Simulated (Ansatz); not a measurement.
InCu:
```yaml
crystal:
  lattice:
    - [4.09490, 0.00000, 0.00000]
    - [-2.04745, 3.54629, 0.00000]
    - [0.00000, 0.00000, 4.83887]
  atoms:
    - { symbol: In, position: [0.33333, 0.66667, 0.25000] }
    - { symbol: In, position: [0.66667, 0.33333, 0.75000] }
    - { symbol: Cu, position: [0.00000, 0.00000, 0.50000] }
    - { symbol: Cu, position: [0.00000, 0.00000, 0.00000] }
```

Relaxed with LDA. Special points in fractions of this cell's reciprocal vectors: Γ (0.000, 0.000, 0.000); M (0.500, 0.000, 0.000); K (0.333, 0.333, 0.000); A (0.000, 0.000, 0.500); L (0.500, 0.000, 0.500); H (0.333, 0.333, 0.500).

Task: List the band energies nearest the Fermi level at these points for DFT-LDA in the program Ansatz with PAW potentials.

Result: In eV from the Fermi level; about four levels below and three above (degenerate sets whole), none deeper than 8.9 eV; points with the same levels are listed once.

| k | below | above |
|---|---|---|
| Γ | -3.06 -3.06 -2.54 -2.54 -0.50 | 2.53 2.53 3.99 3.99 |
| M | -2.55 -2.53 -0.92 -0.38 | 0.01 0.97 2.42 |
| K | -3.03 -3.03 -2.55 -2.55 -2.54 | 0.25 1.54 1.54 |
| A | -3.19 -3.19 -3.19 -3.19 | 3.90 3.90 3.90 3.90 |
| L | -2.96 -2.96 -2.55 -2.55 | 1.70 1.70 3.40 3.40 |
| H | -2.03 -2.03 -1.65 -1.65 | 8.39 8.39 9.76 9.76 |

Space group P6_3/mmc (NiAs type). The workflow started from a Materials Project entry (that database holds measured and hypothetical structures alike); the Crystallography Open Database copy checked does not list it. Whether it is the stable phase at ambient conditions was not checked. The LDA relaxation kept the symmetry of its start; its stability against distortions is not shown here. No spin polarisation was allowed. Spin–orbit coupling is left out wherever it is not named.

Potentials: the later of the program's two PAW sets.
